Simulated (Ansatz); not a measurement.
In plane-wave PAW PBEsol (Ansatz code), ReC in the rock salt structure (Fm-3m) relaxes to a = 4.311 Å. C has 6 nearest neighbours from 2.16 Å (octahedral). Against the elements it lies at 0.85 eV/atom, with no fitted shifts.

Electronic character: metallic (no gap). Gap from PBEsol with spin–orbit coupling: none (metallic).

The bulk modulus is 397 GPa. The relaxed-ion elastic constants in GPa are C11 = 685, C12 = 254, C44 = -75.0. The highest mode at Γ lies at 6.52 THz.

The start of the workflow was typed in or built on a structure type; neither database checked (COD, Materials Project) lists it. Its standing as an ambient phase is unchecked. Symmetry was held in the PBEsol relaxation. At this level the phase is mechanically unstable. No spin polarisation was allowed. Its formation energy is positive at this level, so the cell may be metastable or incomplete. As this level gives no gap, shear constants depend on the k-mesh and smearing (Fermi–Dirac, 0.1 eV here). As this level gives no gap, phonon frequencies hold no LO–TO term and depend on the k-mesh and smearing (Fermi–Dirac, 0.1 eV here). On the denser mesh and wider smearing of the elastic run this cell carries a stress of 0.4 GPa. The references are the lowest solids computed at this level, not always the standard phases. Spin–orbit coupling is left out wherever it is not named.

Potentials: the earlier of the program's two PAW sets. The files were generated under PBE; for other functionals the program regenerates the frozen cores, and for LDA and PBEsol the local potential too.
